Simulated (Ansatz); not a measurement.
YF3:
```
YF3
1.0
    6.33078     0.00000     0.00000
    0.00000     6.83938     0.00000
    0.00000     0.00000     4.36919
Y F
4 12
Direct
  0.63089   0.75000   0.93866
  0.36911   0.25000   0.06134
  0.86911   0.25000   0.43866
  0.13089   0.75000   0.56134
  0.16506   0.43685   0.37799
  0.83494   0.56315   0.62201
  0.33494   0.56315   0.87799
  0.66506   0.43685   0.12201
  0.66506   0.06315   0.12201
  0.33494   0.93685   0.87799
  0.83494   0.93685   0.62201
  0.16506   0.06315   0.37799
  0.52313   0.25000   0.58948
  0.47687   0.75000   0.41052
  0.97687   0.75000   0.08948
  0.02313   0.25000   0.91052
```

DFT-PBEsol in the program Ansatz with PAW potentials gives a gap of 7.89 eV without spin–orbit coupling, maximum off the standard path, at k = (0.094, 0.000, 0.458), minimum on the Γ–Z line, 96 % of the way from Γ.

Task: What happens when spin–orbit coupling is switched on?

Result: The gap decreases by 0.01 eV, to 7.88 eV; maximum off the standard path, at k = (0.094, 0.000, 0.458), minimum on the Γ–Z line, 96 % of the way from Γ.

Task: Give the electron effective mass with spin–orbit coupling.

Result: 1.6, 2.2, 21 mₑ (principal values).

Space group Pnma. The first step of the workflow began from a Materials Project structure, measured or hypothetical; the Crystallography Open Database files this formula in space group No. 62, but the cells were not matched. Its standing as an ambient phase is unchecked. The PBEsol relaxation kept the symmetry of its start; of distortions, only those at the zone centre were tested. The run is not spin-polarised.

Potentials: the later of the program's two PAW sets.
